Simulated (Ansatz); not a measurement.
Relaxed-ion elastic tensor of BP (zinc blende, F-43m) in GPa (Voigt order), r²SCAN in the plane-wave PAW code Ansatz; density 2.97 g/cm³, 11.67 Å³ per atom.

```
 361  73.6  73.6   0.0   0.0   0.0
73.6   361  73.6   0.0   0.0   0.0
73.6  73.6   361   0.0   0.0   0.0
 0.0   0.0   0.0   197   0.0   0.0
 0.0   0.0   0.0   0.0   197   0.0
 0.0   0.0   0.0   0.0   0.0   197
```

**Question.** Is the crystal mechanically stable?

**Answer.** Yes: the smallest eigenvalue of C is 197 GPa.

**Question.** Work out the Voigt, Reuss and Hill averages.

**Answer.** K_V = 170, K_R = 170, K_H = 170; G_V = 176, G_R = 172, G_H = 174 GPa.

**Question.** Give Young's modulus, Poisson's ratio, Pugh's ratio and the universal anisotropy index.

**Answer.** E = 9KG/(3K + G) = 389 GPa; ν = 0.12; K/G = 0.97 (brittle by the Pugh limit of 1.75); A_U = 5G_V/G_R + K_V/K_R − 6 = 0.12.

**Question.** Estimate the sound speeds and the Debye temperature.

**Answer.** v_l = √((K + 4G/3)/ρ) = 11600 m/s, v_t = √(G/ρ) = 7650 m/s, mean 8380 m/s; Θ = (h/k)(3n/4πV)^(1/3) v_m = 1100 K.

**Question.** Give the Zener ratio and Young's modulus along [100], [110] and [111].

**Answer.** A = 2C44/(C11 − C12) = 1.37; 1/E = S11 − 2(S11 − S12 − S44/2)Γ with Γ = 0, 1/4, 1/3 gives 337, 400, 427 GPa.

**Question.** Solve the Christoffel equation for the three sound speeds along [100], [110], [111].

**Answer.** Eigenvalues of C_ijkl n_j n_l equal ρv² (piezoelectric stiffening left out). In km/s, slowest first: [100] 8.15, 8.15, 11.03; [110] 6.96, 8.15, 11.81; [111] 7.38, 7.38, 12.06.

The cell was relaxed with r²SCAN under the symmetry of its start; phonons on a q-mesh show no instability. The volume moved by 17 % from the start of the relaxation.

Potentials: the later of the program's two PAW sets.
